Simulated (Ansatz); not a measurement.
**A run on InSe₂ that went wrong**

The input below was meant for crystalline InSe₂, with PBE, plane waves and PAW in Ansatz.

```yaml
crystal:
  lattice:
    - [3.894893, 0.0, 0.0]
    - [0.0, 3.894893, 0.0]
    - [0.0, 0.0, 9.626231]
  atoms:
    - { symbol: In, position: [0.0, 0.5, 0.706468] }
    - { symbol: In, position: [0.5, 0.0, 0.293532] }
    - { symbol: Se, position: [0.0, 0.5, 0.366212] }
    - { symbol: Se, position: [0.5, 0.0, 0.633788] }
    - { symbol: Se, position: [0.0, 0.0, 0.0] }
    - { symbol: Se, position: [0.5, 0.5, 0.0] }
basis:
  ecutwfc: 420
kpoints:
  mp_grid: { grid: [10, 10, 4] }
hamiltonian:
  xc: pbe
  hubbard: { sites: [{ species: Fe, l: d, u_eff: 4.0 }] }
scf:
  occupations: { method: gaussian, width: 0.1 }
output:
  forces: true
  stress: true
  eigenvalues: true
```

Command:

```bash
ansatz run input.yaml --threads 1 --pin off --max-ram 2560MiB --backend cpu --events-out ev --progress --plain --runs-dir out
```

From the log:

```text
Error: inconsistent input (hamiltonian.hubbard.sites[].species, crystal.atoms): hamiltonian.hubbard: Fe is not a species of this cell
```

**Question.** What is the cause?
A. Starting moments without spin polarisation
B. Cartesian positions typed as fractional ones
C. A Hubbard U on a species that isn't in the cell
D. A charge on a gapped cell under fixed occupations
E. A smearing wider than the gap allows

**Answer.** C. The entry names no atom of the cell. The cure is the entry removed.

The change to the input:

```diff
 hamiltonian:
-  hubbard: { sites: [{ species: Fe, l: d, u_eff: 4.0 }] }
```

With the mended input the run converges and gives no gap, a largest force of 0.055 eV/Å.

The mended run took 44 s on 1 thread of Arm Neoverse V1, on a shared host, peak memory 0.59 GiB.